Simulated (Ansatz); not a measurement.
Values for one crystal, relaxed and computed with r²SCAN (plane waves, PAW; program Ansatz); other levels are named.

```yaml
volume_per_atom: 23.59 Å³
band_gap: 0.41 eV (direct)
valence_band_maximum: at Γ
Bulk modulus (Birch–Murnaghan fit): 42.7 GPa
HSE06 gap on the r²SCAN cell: 0.91 eV
hole_effective_mass: 2.1, 2.1, 2.4 mₑ (principal values)
electron_effective_mass: 0.31, 0.31, 0.36 mₑ (principal values)
```

Which of these materials gives this?
(A) BeS, rock salt
(B) BeS, P4/mmm (Be on 1c, S on 1a)
(C) ZnS, R3m (Pearson symbol hR12)
(D) BaTiS3, P6_3cm (Pearson symbol hP30)

D, BaTiS3, P6_3cm (Pearson symbol hP30)

The start of the workflow was typed in or built on a structure type; neither database checked (COD, Materials Project) lists it. COD files the formula under space group No. 194, so this cell is another polymorph or a model. Its standing as an ambient phase is unchecked. Symmetry was held in the r²SCAN relaxation; whether a distortion lowers the energy is not shown. The workflow began spin-polarised and lost its moments. Spin–orbit coupling is left out wherever it is not named.

Potentials: the later of the program's two PAW sets.
